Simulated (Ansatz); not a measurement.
ZnCdS$_{2}$:
```
ZnCdS2
1.0
    3.92781     0.00000     0.00000
    0.00000     3.92781     0.00000
    0.00000     0.00000     5.65345
Zn Cd S
1 1 2
Cartesian
  0.00000   0.00000   2.82672
  1.96390   1.96390   0.00000
  1.96390   0.00000   1.55674
  0.00000   1.96390   4.09671
```

Relaxed with PBEsol. Independent-particle spectrum: no excitons, no local fields, no scissors shift; 0.1 eV broadening; ε₁ of the summed bands alone.

Task: Tabulate the dielectric function from the program Ansatz at the PBEsol level (PAW).

Result: 

```
E (eV)  ε₁ xx  ε₂ xx  ε₁ zz  ε₂ zz
------  -----  -----  -----  -----
0.0      6.54   0.00   6.62   0.00
0.5      6.62   0.00   6.70   0.00
1.0      6.92   0.00   6.95   0.00
1.5      7.73   0.67   7.77   0.12
2.0      7.45   1.25   7.86   1.22
2.5      7.58   1.52   7.92   1.60
3.0      8.07   1.92   8.38   2.05
3.5      9.19   3.27   9.50   3.17
4.0      7.94   4.93   7.73   6.08
4.5      7.06   5.48   6.78   5.39
5.0      7.02   5.15   8.02   5.72
5.5      8.85   8.36   8.49  10.95
6.0      1.46  10.75   0.47  10.92
6.5      0.89   7.19   0.89   7.39
7.0      2.56   8.82   1.56   8.32
7.5     -1.03   8.45  -2.38   7.30
8.0     -2.97   6.21  -2.25   5.15
8.5     -3.07   4.64  -1.90   4.95
9.0     -2.71   3.00  -2.68   3.79
9.5     -1.81   2.37  -2.05   2.44
10.0    -1.29   2.19  -1.60   2.06
10.5    -1.27   1.95  -1.30   1.78
11.0    -0.96   1.72  -0.94   1.62
11.5    -0.86   1.91  -0.73   1.92
12.0    -1.12   1.51  -1.11   1.60
```

Task: From ε at 1.9 eV (xx: 7.47 + 1.19i), find n, k, the normal reflectivity and the absorption coefficient.

Result: n = 2.74, k = 0.217, R = 22 %, α = 2kE/ħc = 42000 cm⁻¹.

With all bands, ε∞ without local fields is 6.68 (xx = yy), 6.76 (zz). DFPT, with local fields, gives 6.26 (xx = yy), 6.33 (zz).

Space group P-4m2. The first step of the workflow began from a Materials Project structure, measured or hypothetical; the Crystallography Open Database copy checked does not list it. Whether it is the stable phase at ambient conditions was not checked. The cell was relaxed with PBEsol under the symmetry of its start; of distortions, only those at the zone centre were tested. Spin–orbit coupling is left out wherever it is not named.

Potentials: the later of the program's two PAW sets.
